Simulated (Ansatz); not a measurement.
A geometry of Ti away from equilibrium: step 2 of the relaxation of a relaxed Ti cell, doubled along one cell vector, shaken by Gaussian noise of σ = 0.08 Å a coordinate. Calculation: PBE (plane waves to 420 eV, PAW, scalar-relativistic; Ansatz, a quantum-chemistry and plane-wave program). Γ-centred k-mesh 14×7×13 on the run's cell (coarser than for final values), Fermi–Dirac smearing 0.05 eV.

```xyz
2
Lattice="-1.6997 1.6946 1.4948 3.3820 -3.3733 2.9510 1.7110 1.6979 -1.4856" Properties=species:S:1:pos:R:3:forces:R:3 pbc="T T T" free_energy=-4999.157 pressure_GPa=0.7
Ti    -0.0007     0.0712    -0.0173   -0.0465   -0.1377   -0.1020
Ti     1.6048    -1.6583     1.5129    0.0465    0.1377    0.1020
```

Positions in Å, forces in eV/Å, free energy of the cell in eV (comparable only within this code, potentials and settings). Largest force: 0.18 eV/Å, on Ti1, Ti2 (atoms numbered as listed); the geometry lies 0.09 eV/atom above the end of its relaxation.

No spin polarisation in the result.

The run could not lose the symmetry of its start.

Of the parent cell (I4/mmm (No. 139)): it is a generated cell of Ti: the first start was made by placing the elements on the sites of a structure type, and the end was not matched to a known phase here, so it may be hypothetical. Known forms of Ti include space group No. 194.
